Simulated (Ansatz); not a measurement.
Cs₂HgPdCl₆ (space group I4/mmm)

```yaml
crystal:
  lattice:
    - [-3.74556, 3.74556, 5.37943]
    - [3.74556, -3.74556, 5.37943]
    - [3.74556, 3.74556, -5.37943]
  atoms:
    - { symbol: Cs, position: [0.75000, 0.25000, 0.50000] }
    - { symbol: Cs, position: [0.25000, 0.75000, 0.50000] }
    - { symbol: Hg, position: [0.50000, 0.50000, 0.00000] }
    - { symbol: Pd, position: [0.00000, 0.00000, 0.00000] }
    - { symbol: Cl, position: [0.71803, 0.71803, 0.00000] }
    - { symbol: Cl, position: [0.28197, 0.28197, 0.00000] }
    - { symbol: Cl, position: [0.21975, 0.21975, 0.43949] }
    - { symbol: Cl, position: [0.78025, 0.78025, 0.56051] }
    - { symbol: Cl, position: [0.21975, 0.78025, 0.00000] }
    - { symbol: Cl, position: [0.78025, 0.21975, 0.00000] }
```

The slice is a (001) plane (indices of the conventional cell) through the point (0.718, 0.718, 0.000) (fractional), spanned by u = [101] and v = [011] in vectors of this cell: u (7.49 Å) and v (7.49 Å, at 90° to u). It covers one period; positions are fractions (u, v).

Level of theory: r2SCAN (plane waves to 500 eV, PAW, scalar-relativistic; Ansatz, an electronic-structure program). k mesh 6×6×6. Near the nuclei the fields are pseudised (PAW); where an atom keeps semicore shells as valence, they peak there. Cs2HgPdCl6 is run without spin polarisation and with no Hubbard U. Cs2HgPdCl6 was relaxed with its symmetry unable to fall. Spin-orbit coupling is left out, though Hg is heavy.

Task: Sketch the electron localisation function (ELF) on this plane as a map.

Result: 
```
|xx999710179995x599971017999x|
|9999861006999989999600168999|
|9999840004899999998400048999|
|9988620001589999985100026889|
|7764200000146777641000002467|
|1110000000001121100000000011|
|0000000000000000000000000000|
|1100000000000000000000000001|
|7764100000012444210000001467|
|9998510000246777642000015899|
|9999840001478999874100048999|
|8999961002689999986200169999|
|x599971004799999997400179995|
|xx8997200479999999740027998x|
|x599971004799999997400179995|
|8999961002689999986200169999|
|9999840001478999874100048999|
|9998510000246777642000015899|
|7764100000012444210000001467|
|1100000000000000000000000001|
|0000000000000000000000000000|
|1110000000001121100000000011|
|7764200000146777641000002467|
|9988620001589999985100026889|
|9999840004899999998400048999|
|9999861006999989999600168999|
|xx999710179995x599971017999x|
|xx99971017998xxx89971017999x|
```
Scale: ten equal steps from 0.00 (start of '0') to 0.90 (end of '9'), in the order '0123456789'. Values: electron localisation function (ELF). The map has 28 points along u (one character each, u = 0 at the left) and 28 along v (v = 0 in the bottom row). Points within 0.5 Å of a nucleus are blanked (x), as the pseudised field means little there.
